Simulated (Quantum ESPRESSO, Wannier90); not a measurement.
**CdI₂ (CdI2 type), plane waves to Wannier functions**

```
CdI2
1.0
    4.29101     0.00000     0.00000
   -2.14551     3.71612     0.00000
    0.00000     0.00000     7.30358
Cd I
1 2
Direct
  0.00000   0.00000   0.00000
  0.33333   0.66667   0.23579
  0.66667   0.33333   0.76421
```

Structure: Materials Project mp-567259, symmetrised, not relaxed again. COD (Crystallography Open Database) has the formula in 5 space groups, this one among them (matched by group alone). Method: LDA plane waves in Quantum ESPRESSO 7.5 (PseudoDojo norm-conserving files, 82 Ry, no spin polarisation, no spin-orbit coupling), Bloch states on a 6×6×4 mesh through Γ, Wannier90 4.0.1. Density: 12×12×4 mesh, cold smearing 0.01 Ry. The cell is built of weakly bound layers, chains or molecules, whose nearest atoms lie 4.59 Å apart. Database cells relaxed without dispersion often hold them too far apart, which can enlarge gaps and weakens couplings between them; spacing and stacking were not compared with the measured crystal. Spin-orbit coupling is left out although heavy elements are present.

Functional, cutoff and mesh named above are those of the base row (6×6×4); the first column says what each row takes instead. Model: 8 functions from bands 5-6,12-17, start SCDM (isolated) (the valence bands). Energies are relative to the valence-band maximum; the misfit is to pw.x on a path, for all bands of the set. Only the mesh of Bloch states changes. Ω_total can sit in another minimum from row to row; Ω_I of an isolated set cannot.

Q: Among the meshes 2×2×2, 3×3×2, 4×4×3, 5×5×3, 6×6×4, 7×7×5, which is the coarsest that interpolates to 20 meV rms?

A: 4×4×3.

| mesh | Ω_I (Å²) | Ω_total (Å²) | rms misfit (meV) | k-points (cost) | rough cost of nscf and overlaps (first row = 1) |
|---|---|---|---|---|---|
| 2×2×2 | 10.75 | 12.63 | 119 | 8 | 1.0 |
| 3×3×2 | 12.35 | 14.19 | 64 | 18 | 1.9 |
| 4×4×3 | 13.55 | 15.34 | 17 | 48 | 4 |
| 5×5×3 | 14.05 | 15.80 | 14 | 75 | 6 |
| 6×6×4 | 14.47 | 16.19 | 2.8 | 144 | 11 |
| 7×7×5 | 14.72 | 16.41 | 2.7 | 245 | 19 |

Ω_I still rises with the mesh: the finite-difference spreads converge slowly and from below.
